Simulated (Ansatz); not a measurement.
MgCr2Ge4O12: Electric field gradients

The cell is a computed structure from the Materials Project (it need not be an observed phase), atoms as given.

```
Mg Cr Ge O
1.0
     5.18844   -4.41191    0.00000
     5.18844    4.41191    0.00000
    -2.08877    0.00000    5.10215
Mg Cr Ge O
1 2 4 12
Direct
  0.72585 0.27415 0.00000
  0.09297 0.90703 0.00000
  0.91508 0.08492 0.50000
  0.20127 0.38931 0.01436
  0.61069 0.79873 0.98564
  0.81204 0.61463 0.50495
  0.38537 0.18796 0.49505
  0.33369 0.39071 0.33910
  0.60929 0.66631 0.66090
  0.68334 0.60321 0.15944
  0.39679 0.31666 0.84056
  0.64898 0.11505 0.59115
  0.88495 0.35102 0.40885
  0.37984 0.93618 0.02395
  0.06382 0.62016 0.97605
  0.01765 0.19680 0.89895
  0.80320 0.98235 0.10105
  0.97712 0.81528 0.60611
  0.18472 0.02288 0.39389
```

Atom numbers follow the list; atoms alike are taken as one site, whose name carries the number of the first.

Level of theory: DFT, r2SCAN, plane waves and PAW, scalar-relativistic, collinear spin, 500 eV cutoff, Γ-centred 4×4×5 k-points, Fermi–Dirac smearing 0.02 eV (Ansatz 0.2.0). Start moments as typed (μB): 3 on each Cr, none on the rest.

V_zz is the principal component of the electric field gradient with the largest magnitude, η = (V_xx − V_yy)/V_zz and C_Q = eQV_zz/h. Directions are in the Cartesian axes of the cell vectors above, for the atom listed; none is given where the gradient is under 0.02 or η is above 0.95.

(1) Which values are expected at the nuclei?

## Answers

(1) 

```json
{"site": "Mg", "first atom": "1", "first shell": "6 O at 2.15–2.16 Å", "V_zz (10²¹ V/m²)": "1.64", "η": "0.46", "direction of V_zz (x, y, z)": "0.92 0.00 -0.39"}
{"site": "Cr2", "first atom": "2", "first shell": "6 O at 1.96–2.15 Å", "V_zz (10²¹ V/m²)": "-2.14", "η": "0.35", "direction of V_zz (x, y, z)": "0.32 0.00 0.95"}
{"site": "Cr3", "first atom": "3", "first shell": "6 O at 1.98–2.05 Å", "V_zz (10²¹ V/m²)": "3.10", "η": "0.16", "direction of V_zz (x, y, z)": "0.46 0.00 0.89"}
{"site": "Ge4", "first atom": "4", "first shell": "4 O at 1.73–1.81 Å", "V_zz (10²¹ V/m²)": "-6.52", "η": "0.46", "direction of V_zz (x, y, z)": "0.33 0.88 -0.35"}
{"site": "Ge6", "first atom": "6", "first shell": "4 O at 1.75–1.84 Å; also 1 O at 2.66 Å", "V_zz (10²¹ V/m²)": "10.91", "η": "0.73", "direction of V_zz (x, y, z)": "0.05 -0.56 0.83"}
{"site": "O8", "first atom": "8", "first shell": "2 Ge at 1.75–1.77 Å, angle 129°", "V_zz (10²¹ V/m²)": "12.56", "η": "0.53", "direction of V_zz (x, y, z)": "-0.37 -0.56 0.75"}
{"site": "O10", "first atom": "10", "first shell": "2 Ge at 1.79–1.84 Å, 1 Mg at 2.16 Å", "V_zz (10²¹ V/m²)": "10.32", "η": "0.93", "direction of V_zz (x, y, z)": "-0.35 -0.54 0.77"}
{"site": "O12", "first atom": "12", "first shell": "1 Ge at 1.75 Å, 1 Cr at 1.98 Å, 1 Mg at 2.15 Å", "V_zz (10²¹ V/m²)": "10.74", "η": "0.33", "direction of V_zz (x, y, z)": "-0.57 0.77 -0.28"}
{"site": "O14", "first atom": "14", "first shell": "1 Ge at 1.73 Å, 1 Cr at 1.96 Å, angle 143°; also 1 Ge at 2.66 Å", "V_zz (10²¹ V/m²)": "11.07", "η": "0.48", "direction of V_zz (x, y, z)": "-0.45 0.89 0.09"}
{"site": "O16", "first atom": "16", "first shell": "1 Ge at 1.81 Å, 2 Cr at 2.05–2.15 Å, 1 Mg at 2.16 Å", "V_zz (10²¹ V/m²)": "7.10", "η": "0.57", "direction of V_zz (x, y, z)": "0.94 0.13 0.33"}
{"site": "O18", "first atom": "18", "first shell": "1 Ge at 1.77 Å, 2 Cr at 2.03 Å", "V_zz (10²¹ V/m²)": "9.89", "η": "0.82", "direction of V_zz (x, y, z)": "0.92 0.21 0.33"}
```

At O12 and O16 V_zz points along its shortest bond, to Ge (within 9°) in each case. At O8 V_zz runs parallel to the line that joins its two neighbours (within 3°). At O14 V_zz points along the shorter of its two bonds, to Ge (within 8°).

At this cell the r2SCAN pressure is -7 GPa, so with r2SCAN the cell would shrink if it were relaxed. The entry's cell may itself be off. The largest force is 0.5 eV/Å, so the atoms aren't at the calculated equilibrium and relaxing them would move these values. The program didn't check the stability of this electronic state in full, so a lower one may lie near. All moments are parallel here, as the start or the cell imposes; many such compounds order antiparallel, where fields and spin densities carried over to other atoms largely cancel. The magnetic order is the one that the run reached from its start moments, not necessarily the measured one. Where η is near 1 the sign of V_zz means little.

The run took 11 min of wall time (21 min of CPU time) and 2.3 GiB at its peak, on 2 threads of Intel Xeon Processor @ 2.50GHz (Skylake/Cascade Lake) (x86_64; 62 cores open to the job, memory cap 5.0 GiB, no GPU), a shared host with a load of 0.9 a core.
